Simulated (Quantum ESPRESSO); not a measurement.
W3MoSe5S3, input and log of a self-consistent run

A calculation, not a measurement. The program is pw.x of Quantum ESPRESSO 7.5 (plane-wave density functional theory). The cell is made up: 12 atoms on a layered 2H lattice, with randomly drawn elements, strain and displacements, not relaxed. PseudoDojo standard norm-conserving files (v0.5 for PBE, v0.4.1 for LDA and PBEsol) set the functional; there is no spin polarisation, spin-orbit coupling or dispersion term, and the masses in the input are unused placeholders.

Input:

```
&control calculation='scf', pseudo_dir='./dojo.nc.sr.pbe.v0_5.standard.upf', outdir='./o', disk_io='low', tprnfor=.true., tstress=.true. /
&system ibrav=0, nat=12, ntyp=4, nbnd=83, ecutwfc=107.82251126, nosym=.true., tot_charge=0,
 occupations='smearing', smearing='fd', degauss=0.0018374661
/
&electrons conv_thr=7.350e-09, electron_maxstep=60, /
ATOMIC_SPECIES
Mo 1.0 Mo.upf
S 1.0 S.upf
Se 1.0 Se.upf
W 1.0 W.upf
CELL_PARAMETERS angstrom
3.3029 0.0 0.0
0.0 5.7208 0.0
0.0 0.0 13.1788
ATOMIC_POSITIONS angstrom
W -0.0009 1.9392 3.3393
Mo 1.6847 0.9775 9.895
W 1.6362 4.7813 3.2771
W 0.017 3.7448 9.8987
Se -0.0275 1.8966 8.2572
S 0.0136 1.9523 11.534
Se 1.6421 0.9649 1.5947
S 1.6051 0.8822 5.0128
Se 1.7279 4.7745 8.2549
S 1.651 4.81 11.5448
Se -0.0455 3.8251 1.6278
Se -0.0548 3.8263 4.9635
K_POINTS automatic
9 6 4 1 1 1
```

The log is shortened where brackets say so; the opening notice, blank lines, dates and the lines on written files are dropped, and the path of the files is cut. It prints rydbergs, bohrs and kilobars, and counts compression as positive stress. With no partly filled state, the Fermi energy that it prints is only some level between the filled and the empty states on the mesh, and need not lie in the true gap.

```
     Program PWSCF v.7.5
     Parallel version (MPI & OpenMP), running on       4 processor cores
     Number of MPI processes:                 4
     Threads/MPI process:                     1
     [start-up lines left out]
     bravais-lattice index     =            0
     lattice parameter (alat)  =       6.2416  a.u.
     unit-cell volume          =    1680.4464 (a.u.)^3
     number of atoms/cell      =           12
     number of atomic types    =            4
     number of electrons       =       154.00
     number of Kohn-Sham states=           83
     kinetic-energy cutoff     =     107.8225  Ry
     charge density cutoff     =     431.2900  Ry
     scf convergence threshold =      7.3E-09
     mixing beta               =       0.7000
     number of iterations used =            8  plain     mixing
     Exchange-correlation= PBE
                           (   1   4   3   4   0   0   0)
     [axes and pseudopotential details left out]
   Cartesian axes
     site n.     atom                  positions (alat units)
         1        W      tau(   1) = (  -0.0002725   0.5871204   1.0110206  )
         2        Mo     tau(   2) = (   0.5100669   0.2959520   2.9958521  )
         3        W      tau(   3) = (   0.4953828   1.4476066   0.9921887  )
         4        W      tau(   4) = (   0.0051470   1.1337915   2.9969724  )
         5        Se     tau(   5) = (  -0.0083260   0.5742227   2.4999849  )
         6        S      tau(   6) = (   0.0041176   0.5910866   3.4920827  )
         7        Se     tau(   7) = (   0.4971692   0.2921372   0.4828181  )
         8        S      tau(   8) = (   0.4859669   0.2670986   1.5176966  )
         9        Se     tau(   9) = (   0.5231463   1.4455479   2.4992885  )
        10        S      tau(  10) = (   0.4998638   1.4562960   3.4953526  )
        11        Se     tau(  11) = (  -0.0137758   1.1581035   0.4928396  )
        12        Se     tau(  12) = (  -0.0165915   1.1584668   1.5027703  )
     number of k points=   108  Fermi-Dirac smearing, width (Ry)=  0.0018
     Number of k-points >= 100: set verbosity='high' to print them.
     Dense  grid:   254151 G-vectors     FFT dimensions: (  45,  72, 180)
     Estimated max dynamical RAM per process >       1.56 GB
     Estimated total dynamical RAM >       6.07 GB
     Initial potential from superposition of free atoms
     starting charge     153.9966, renormalised to     154.0000
     Starting wfcs are   97 randomized atomic wfcs
     total cpu time spent up to now is       43.7 secs
     per-process dynamical memory:  1407.2 Mb
     Self-consistent Calculation
     iteration #  1     ecut=   107.82 Ry     beta= 0.70
     Davidson diagonalization with overlap
     ethr =  1.00E-02,  avg # of iterations =  2.0
     Threshold (ethr) on eigenvalues was too large:
     Diagonalizing with lowered threshold
     Davidson diagonalization with overlap
     ethr =  5.23E-04,  avg # of iterations =  2.1
     total cpu time spent up to now is      306.2 secs
     total energy              =   -1874.12978653 Ry
     estimated scf accuracy    <       0.83137633 Ry
     iteration #  2     ecut=   107.82 Ry     beta= 0.70
     Davidson diagonalization with overlap
     ethr =  5.40E-04,  avg # of iterations =  9.3
     total cpu time spent up to now is      509.3 secs
     total energy              =   -1872.49990570 Ry
     estimated scf accuracy    <      22.24152768 Ry
     iteration #  3     ecut=   107.82 Ry     beta= 0.70
     Davidson diagonalization with overlap
     ethr =  5.40E-04,  avg # of iterations = 13.4
     total cpu time spent up to now is      704.4 secs
     total energy              =   -1872.75023600 Ry
     estimated scf accuracy    <      36.98125309 Ry
     iteration #  4     ecut=   107.82 Ry     beta= 0.70
     Davidson diagonalization with overlap
     ethr =  5.40E-04,  avg # of iterations = 11.4
     total cpu time spent up to now is      868.2 secs
     total energy              =   -1874.51610387 Ry
     estimated scf accuracy    <       0.46771902 Ry
     iteration #  5     ecut=   107.82 Ry     beta= 0.70
     Davidson diagonalization with overlap
     ethr =  3.04E-04,  avg # of iterations =  3.4
     total cpu time spent up to now is      983.3 secs
     total energy              =   -1874.56328906 Ry
     estimated scf accuracy    <       0.21112578 Ry
     [iterations 6 to 16 left out]
     iteration # 17     ecut=   107.82 Ry     beta= 0.70
     Davidson diagonalization with overlap
     ethr =  1.68E-09,  avg # of iterations =  3.7
     total cpu time spent up to now is     2759.8 secs
     total energy              =   -1874.59275018 Ry
     estimated scf accuracy    <       0.00000036 Ry
     iteration # 18     ecut=   107.82 Ry     beta= 0.70
     Davidson diagonalization with overlap
     ethr =  2.31E-10,  avg # of iterations =  5.9
     total cpu time spent up to now is     2902.4 secs
     total energy              =   -1874.59275023 Ry
     estimated scf accuracy    <       0.00000021 Ry
     iteration # 19     ecut=   107.82 Ry     beta= 0.70
     Davidson diagonalization with overlap
     ethr =  1.34E-10,  avg # of iterations =  3.4
     total cpu time spent up to now is     3027.0 secs
     total energy              =   -1874.59275027 Ry
     estimated scf accuracy    <       0.00000010 Ry
     iteration # 20     ecut=   107.82 Ry     beta= 0.70
     Davidson diagonalization with overlap
     ethr =  6.79E-11,  avg # of iterations =  2.0
     total cpu time spent up to now is     3128.4 secs
     total energy              =   -1874.59275027 Ry
     estimated scf accuracy    <       0.00000001 Ry
     iteration # 21     ecut=   107.82 Ry     beta= 0.70
     Davidson diagonalization with overlap
     ethr =  6.90E-12,  avg # of iterations =  5.8
     total cpu time spent up to now is     3258.9 secs
     End of self-consistent calculation
     Number of k-points >= 100: set verbosity='high' to print the bands.
     the Fermi energy is    11.8217 ev
!    total energy              =   -1874.59275028 Ry
     estimated scf accuracy    <          2.4E-09 Ry
     smearing contrib. (-TS)   =      -0.00000000 Ry
     internal energy E=F+TS    =   -1874.59275028 Ry
     The total energy is F=E-TS. E is the sum of the following terms:
     one-electron contribution =   -1101.34043613 Ry
     hartree contribution      =     597.29798976 Ry
     xc contribution           =    -380.86769041 Ry
     ewald contribution        =    -989.68261350 Ry
     convergence has been achieved in  21 iterations
     Forces acting on atoms (cartesian axes, Ry/au):
     atom    1 type  4   force =    -0.01535773   -0.06708036    0.02049957
     atom    2 type  1   force =    -0.02608886   -0.00770275    0.09111095
     atom    3 type  4   force =    -0.02285680    0.02717618    0.04177981
     atom    4 type  4   force =     0.01428749    0.06085032    0.08841036
     atom    5 type  3   force =     0.02373529   -0.00516523   -0.03831771
     atom    6 type  2   force =     0.00322496   -0.01641879   -0.05569296
     atom    7 type  3   force =     0.00215276    0.01469634    0.02665386
     atom    8 type  2   force =     0.00996902    0.02763320   -0.09088278
     atom    9 type  3   force =    -0.02125968   -0.01009421   -0.00913346
     atom   10 type  2   force =     0.00544396   -0.02139684   -0.07529213
     atom   11 type  3   force =     0.01280529   -0.00821250   -0.01040608
     atom   12 type  3   force =     0.01394429    0.00571465    0.01127058
     Total force =     0.227833     Total SCF correction =     0.000322
     Computing stress (Cartesian axis) and pressure
          total   stress  (Ry/bohr**3)                   (kbar)     P=      -32.88
  -0.00023914  -0.00001213   0.00002634          -35.18       -1.78        3.88
  -0.00001213  -0.00018569   0.00000622           -1.78      -27.32        0.92
   0.00002634   0.00000622  -0.00024566            3.88        0.92      -36.14
     init_run     :     42.08s CPU     43.43s WALL (       1 calls)
     electrons    :   3170.10s CPU   3215.35s WALL (       1 calls)
     forces       :     20.68s CPU     20.83s WALL (       1 calls)
     stress       :     71.67s CPU     73.08s WALL (       1 calls)
     [timing details left out]
     PWSCF        :  55m 5.18s CPU  55m58.00s WALL
     JOB DONE.
```

In other units: free energy -25505.134 eV for the cell, pressure -3.29 GPa, largest force component 2.343 eV/Å. This run is the check on a run of the same cell at a cutoff of 1170 eV and k mesh 7 x 4 x 2: rerunning at a cutoff of 1467 eV and k mesh 9 x 6 x 4 moved values by no more than 0.004 eV in energy, 0.02 GPa in stress and 0.003 eV/Å in force.